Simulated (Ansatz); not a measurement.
CsGeI3 in space group R3m (No. 160; Cs on 3a, Ge on 3a, I on 9b) under volume change, DFT-r²SCAN in the program Ansatz with PAW potentials, shape and atoms relaxed at each volume.

```json
[
 {"V (Å³/atom)": "40.250", "E − E(relaxed) (meV/atom)": "13.6", "P (GPa)": "1.24"},
 {"V (Å³/atom)": "41.576", "E − E(relaxed) (meV/atom)": "5.5", "P (GPa)": "0.72"},
 {"V (Å³/atom)": "42.903", "E − E(relaxed) (meV/atom)": "1.3", "P (GPa)": "0.33"},
 {"V (Å³/atom)": "44.230", "E − E(relaxed) (meV/atom)": "0.0", "P (GPa)": "0.00"},
 {"V (Å³/atom)": "45.557", "E − E(relaxed) (meV/atom)": "1.1", "P (GPa)": "-0.26"},
 {"V (Å³/atom)": "46.884", "E − E(relaxed) (meV/atom)": "4.1", "P (GPa)": "-0.46"},
 {"V (Å³/atom)": "48.211", "E − E(relaxed) (meV/atom)": "8.5", "P (GPa)": "-0.60"}
]
```

**Question.** What does a third-order Birch–Murnaghan fit give for V₀, B₀ and B′?

**Answer.** V₀ = 44.21 Å³/atom, B₀ = 9.5 GPa, B′ = 7.1.

The workflow started from a Materials Project entry (that database holds measured and hypothetical structures alike); the Crystallography Open Database files this formula in space group No. 160, but the cells were not matched. Its standing as an ambient phase is unchecked. Symmetry was held in the r²SCAN relaxation; of distortions, only those at the zone centre were tested. Scalar-relativistic: spin–orbit coupling is off unless named, which matters more the heavier the elements.

Potentials: the later of the program's two PAW sets.
